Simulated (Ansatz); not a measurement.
HgO in space group P-6m2 (No. 187; Hg on 1a, O on 1f) under volume change, PBEsol (plane waves, PAW; program Ansatz), shape and atoms relaxed at each volume.

```json
[
 {"V (Å³/atom)": "12.878", "E − E(relaxed) (meV/atom)": "52.9", "P (GPa)": "14.58"},
 {"V (Å³/atom)": "13.302", "E − E(relaxed) (meV/atom)": "22.1", "P (GPa)": "8.85"},
 {"V (Å³/atom)": "13.727", "E − E(relaxed) (meV/atom)": "(withheld)", "P (GPa)": "(withheld)"},
 {"V (Å³/atom)": "14.152", "E − E(relaxed) (meV/atom)": "0.0", "P (GPa)": "-0.01"},
 {"V (Å³/atom)": "14.576", "E − E(relaxed) (meV/atom)": "(withheld)", "P (GPa)": "(withheld)"},
 {"V (Å³/atom)": "15.001", "E − E(relaxed) (meV/atom)": "17.6", "P (GPa)": "-6.25"},
 {"V (Å³/atom)": "15.425", "E − E(relaxed) (meV/atom)": "37.3", "P (GPa)": "-8.62"}
]
```

What belongs in the gaps?


- 13.727, E − E(relaxed) (meV/atom): 5.2
- 13.727, P (GPa): 4.05
- 14.576, E − E(relaxed) (meV/atom): 4.7
- 14.576, P (GPa): -3.41

What does a third-order Birch–Murnaghan fit give for V₀, B₀ and B′?

V₀ = 14.15 Å³/atom, B₀ = 123 GPa, B′ = 4.8.

The cell is a constructed one: a structure type filled with these elements; neither database checked (COD, Materials Project) lists it. COD files the formula under space group No. 44, 62, so this cell is another polymorph or a model. Its standing as an ambient phase is unchecked. The PBEsol relaxation kept the symmetry of its start. At this level the phase is mechanically unstable. Scalar-relativistic: spin–orbit coupling is off unless named, which matters more the heavier the elements.

Potentials: the later of the program's two PAW sets.
